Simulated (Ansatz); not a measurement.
Relaxed-ion elastic tensor of Cu (fcc (Cu type), space group No. 225) in GPa (Voigt order), DFT-LDA in the program Ansatz with PAW potentials; density 9.69 g/cm³, 10.88 Å³ per atom.

```
 232   166   166   0.0   0.0   0.0
 166   232   166   0.0   0.0   0.0
 166   166   232   0.0   0.0   0.0
 0.0   0.0   0.0  98.9   0.0   0.0
 0.0   0.0   0.0   0.0  98.9   0.0
 0.0   0.0   0.0   0.0   0.0  98.9
```

Q: Is the crystal mechanically stable?

A: Yes: the smallest eigenvalue of C is 66.3 GPa.

Q: Work out the Voigt, Reuss and Hill averages.

A: K_V = 188, K_R = 188, K_H = 188; G_V = 72.6, G_R = 55.1, G_H = 63.9 GPa.

Q: Give Young's modulus, Poisson's ratio, Pugh's ratio and the universal anisotropy index.

A: E = 9KG/(3K + G) = 172 GPa; ν = 0.35; K/G = 2.95 (ductile by the Pugh limit of 1.75); A_U = 5G_V/G_R + K_V/K_R − 6 = 1.59.

Q: Estimate the sound speeds and the Debye temperature.

A: v_l = √((K + 4G/3)/ρ) = 5310 m/s, v_t = √(G/ρ) = 2570 m/s, mean 2880 m/s; Θ = (h/k)(3n/4πV)^(1/3) v_m = 388 K.

Q: Give the Zener ratio and Young's modulus along [100], [110] and [111].

A: A = 2C44/(C11 − C12) = 2.99; 1/E = S11 − 2(S11 − S12 − S44/2)Γ with Γ = 0, 1/4, 1/3 gives 93.9, 178, 253 GPa.

Q: Solve the Christoffel equation for the three sound speeds along [100], [110], [111].

A: Eigenvalues of C_ijkl n_j n_l equal ρv². In km/s, slowest first: [100] 3.19, 3.19, 4.90; [110] 1.85, 3.19, 5.55; [111] 2.38, 2.38, 5.75.

Space group Fm-3m (fcc (Cu type)). The LDA relaxation kept the symmetry of its start. No spin polarisation was allowed. As this level gives no gap, shear constants depend on the k-mesh and smearing (Fermi–Dirac, 0.1 eV here).

Potentials: the earlier of the program's two PAW sets.
